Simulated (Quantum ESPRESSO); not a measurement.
Kohn-Sham bands of AgI (zinc blende)

```
CELL_PARAMETERS angstrom
      0.00000     3.28209     3.28209
      3.28209     0.00000     3.28209
      3.28209     3.28209     0.00000
ATOMIC_POSITIONS crystal
  Ag 0.00000 0.00000 0.00000
  I  0.25000 0.25000 0.25000
```

Structure: Materials Project mp-22925, symmetrised, not relaxed again. COD (Crystallography Open Database) has the formula in 2 space groups, this one among them (matched by group alone). Computed values, not measurements, from PBE: Quantum ESPRESSO (norm-conserving PseudoDojo potentials, cutoff 66 Ry, no spin polarisation, no spin-orbit coupling) on a Γ-centred 8×8×8 mesh, then Wannier90. Density: 8×8×8 mesh, cold smearing 0.01 Ry. Spin-orbit coupling is left out although heavy elements are present.

Energies are relative to the valence-band maximum; weights are on the orthonormalised atomic waves of the pseudopotential files, averaged over the group. 26 electrons a cell are treated as valence.

| bands | from (eV) | to (eV) | filling | weight on atomic waves |
|---|---|---|---|---|
| 1 | -90.49 | -90.48 | filled | ? |
| 2–4 | -54.00 | -54.00 | filled | ? |
| 5 | -12.64 | -12.28 | filled | ? |
| 6–8 | -4.29 | -3.53 | filled | ? |
| 9–13 | -3.00 | 0.00 | filled | ? |

**Question.** Which atomic shells make up each group?

**Answer.** 
- 1, weight on atomic waves: Ag 4s 100 %
- 2–4, weight on atomic waves: Ag 4p 100 %
- 5, weight on atomic waves: I 5s 91 %, Ag 5s 6 %
- 6–8, weight on atomic waves: Ag 4d 52 %, I 5p 42 %, Ag 5s 5 %
- 9–13, weight on atomic waves: Ag 4d 68 %, I 5p 29 %

The Kohn-Sham gap over both meshes and the path is 1.34 eV.
